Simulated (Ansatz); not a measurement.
Data:

Si₂Ni:
```cif
data_Ni4Si8
_chemical_formula_sum 'Si8 Ni4'
_space_group_name_H-M_alt 'Fm-3m'
_space_group_IT_number 225
_space_group_name_Hall '-F 4 2 3'
_cell_length_a 5.34799
_cell_length_b 5.34799
_cell_length_c 5.34799
_cell_angle_alpha 90.000
_cell_angle_beta 90.000
_cell_angle_gamma 90.000
loop_
_atom_site_label
_atom_site_type_symbol
_atom_site_symmetry_multiplicity
_atom_site_Wyckoff_symbol
_atom_site_fract_x
_atom_site_fract_y
_atom_site_fract_z
_atom_site_occupancy
Si1 Si 8 c 0.25000 0.25000 0.25000 1
Ni1 Ni 4 a 0.00000 0.00000 0.00000 1
```
(The calculation used a cell of 3 atoms; values per cell refer to that cell.)

This is the LDA-relaxed structure.

Question: All from DFT-LDA in the program Ansatz with PAW potentials, unless another level is named. Give the Young's modulus.

Answer: 151 GPa.

Question: Predict the highest zone-centre frequency.

Answer: 333 cm^-1.

Symmetry was held in the LDA relaxation. No spin polarisation was allowed. As this level gives no gap, phonon frequencies hold no LO–TO term and depend on the k-mesh and smearing (Fermi–Dirac, 0.1 eV here).

Potentials: the earlier of the program's two PAW sets. The files were generated under PBE; for other functionals the program regenerates the frozen cores, and for LDA and PBEsol the local potential too.
